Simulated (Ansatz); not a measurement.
Consider the following.

Sb:
```yaml
crystal:
  lattice:
    - [3.08619, 0.00000, 0.00000]
    - [0.00000, 3.08619, 0.00000]
    - [0.00000, 0.00000, 3.08619]
  atoms:
    - { symbol: Sb, position: [0.50000, 0.50000, 0.50000] }
```

This is the r²SCAN-relaxed structure.

### Question
All from DFT-r²SCAN in the program Ansatz with PAW potentials, unless another level is named. Give the electronic character.

### Answer
metallic (no gap).

### Question
Next, the density of states at the Fermi level?

### Answer
0.46 states/eV per atom (mean over ±0.08 eV).

### Question
And the gap with spin–orbit coupling?

### Answer
none (metallic).

Space group Pm-3m. The first step of the workflow began from a Materials Project structure, measured or hypothetical; the Crystallography Open Database files this formula in space group No. 221, but the cells were not matched. It is not the phase usual at ambient conditions (space group No. 166). The cell was relaxed with r²SCAN under the symmetry of its start; its stability against distortions is not shown here. Spin–orbit coupling is left out wherever it is not named.

Potentials: the later of the program's two PAW sets.
